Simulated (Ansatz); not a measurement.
## Ga$_{2}$BiAs, first-principles data

Ga$_{2}$BiAs:
```
Ga2BiAs
1.0
    4.22694     0.00000     0.00000
    0.00000     4.22694     0.00000
    0.00000     0.00000     6.03236
Ga Bi As
2 1 1
Direct
  0.50000   0.00000   0.72503
  0.00000   0.50000   0.27497
  0.00000   0.00000   0.00000
  0.50000   0.50000   0.50000
```

Space group P-4m2 (No. 115); conventional cell a = b = 4.2269 Å, c = 6.0324 Å, α = β = γ = 90.00°.

Method: PBEsol (plane waves, PAW; program Ansatz). Geometry: relaxed at this level of theory. Other levels are named where they apply.

### Cell and energy

```yaml
volume_per_atom: 26.95 Å³
density: 6.52 g/cm³
Formation energy from the elements (no fitted shifts): -0.072 eV/atom
```

### Electronic structure

```yaml
electronic_character: no gap, with almost no states at the Fermi level (zero-gap or semimetallic)
Density of states at the Fermi level: 0.02 states/eV per atom (mean over ±0.08 eV)
Gap with spin–orbit coupling: none (metallic)
```

### Mechanics

```yaml
Bulk modulus (Birch–Murnaghan fit): 52.1 GPa
Pressure derivative B′: 4.7
```

### Phonons

```yaml
highest_zone_centre_frequency: 223 cm⁻¹
zone_centre_stability: no imaginary mode at Γ
```

The first step of the workflow began from a Materials Project structure, measured or hypothetical; the Crystallography Open Database copy checked does not list it. Whether it is the stable phase at ambient conditions was not checked. The cell was relaxed with PBEsol under the symmetry of its start. A small band overlap can be real or an error of a semilocal functional. As this level gives no gap, phonon frequencies hold no LO–TO term and depend on the k-mesh and smearing (Fermi–Dirac, 0.1 eV here). The references are the lowest solids computed at this level, not always the standard phases. Scalar-relativistic: spin–orbit coupling is off unless named, which matters more the heavier the elements.

Potentials: the later of the program's two PAW sets.
